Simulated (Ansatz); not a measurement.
This cell of MgH2 (rutile) is off equilibrium:

```
MgH2
1.0
    4.29738     0.00000     0.00000
    0.00000     4.29738     0.00000
    0.00000     0.00000     2.87164
Mg H
2 4
Direct
  0.50000   0.50000   0.50000
  0.00000   0.00000   0.00000
  0.69641   0.69641   0.00000
  0.30359   0.30359   0.00000
  0.80359   0.19641   0.50000
  0.19641   0.80359   0.50000
```

All values below come from r2SCAN (plane waves to 500 eV, PAW, scalar-relativistic; Ansatz, a quantum-chemistry and plane-wave program). k mesh 8×8×11 (Γ-centred), Fermi-Dirac smearing 0.05 eV. The energy includes the smearing's −TS. Compression counts positive. MgH2 was relaxed with its symmetry unable to fall.

Question: Give the stress tensor in GPa and the pressure.

Answer: 
```
    7.7      0.0      0.0
    0.0      7.7      0.0
    0.0      0.0     10.5
```
The pressure, a third of the trace, is 8.6 GPa.

Question: It is the relaxed cell scaled evenly to V/V₀ = 0.880, atoms relaxed where free. What is its energy relative to the relaxed cell?

Answer: 29.4 meV/atom.

(Under strain, the slope of the energy per volume gives the stress and its curvature an elastic modulus.)
